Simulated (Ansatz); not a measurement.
BP (zinc blende)

```
CELL_PARAMETERS angstrom
      0.00000     2.26010     2.26010
      2.26010     0.00000     2.26010
      2.26010     2.26010     0.00000
ATOMIC_POSITIONS crystal
  P  0.75000 0.75000 0.75000
  B  0.00000 0.00000 0.00000
```

The slice is a {100} plane (indices of the conventional cell) through the point (0.000, 0.000, 0.000) (fractional), spanned by u = [100] and v = [0 1 -1] in vectors of this cell: u (3.20 Å) and v (3.20 Å, at 90° to u). It covers one period; positions are fractions (u, v).

The numbers are results of PBEsol (plane waves to 420 eV, PAW, scalar-relativistic; Ansatz, a quantum-chemistry and plane-wave program), not measurements. k mesh 13×13×13. Inside the PAW spheres the values are not all-electron values, and peaks at nuclei hang on which shells count as valence. BP was relaxed with its symmetry unable to fall.

Problem. Sketch the valence electron density on this plane as a map.

Solution. 
```
|#%@@@%%##***##%%@@@%|
|@@@@@%##*****##%@@@@|
|@@@@%##**+++**##%@@@|
|@@@%##*++===++*##%@@|
|@%%##*+==---==+*##%%|
|%%##*+=--:::--=+*##%|
|###*+=-::...::-=+*##|
|##**+=-:.   .:-=+**#|
|***+=-:.     .:-=+**|
|***+=-:.     .:-=+**|
|***+=-:.     .:-=+**|
|##**+=-:.   .:-=+**#|
|###*+=-::...::-=+*##|
|%%##*+=--:::--=+*##%|
|@%%##*+==---==+*##%%|
|@@@%##*++===++*##%@@|
|@@@@%##**+++**##%@@@|
|@@@@@%##*****##%@@@@|
|#%@@@%%##***##%%@@@%|
|+#@@@@%##***##%@@@@#|
```
Scale: ten equal steps from -1.28 (start of ' ') to -0.14 (end of '@'), in the order ' .:-=+*#%@'. Values: log₁₀ of the valence density in e/Å³. The map has 20 points along u (one character each, u = 0 at the left) and 20 along v (v = 0 in the bottom row). The scale is logarithmic, as a density can span decades between atoms and voids.
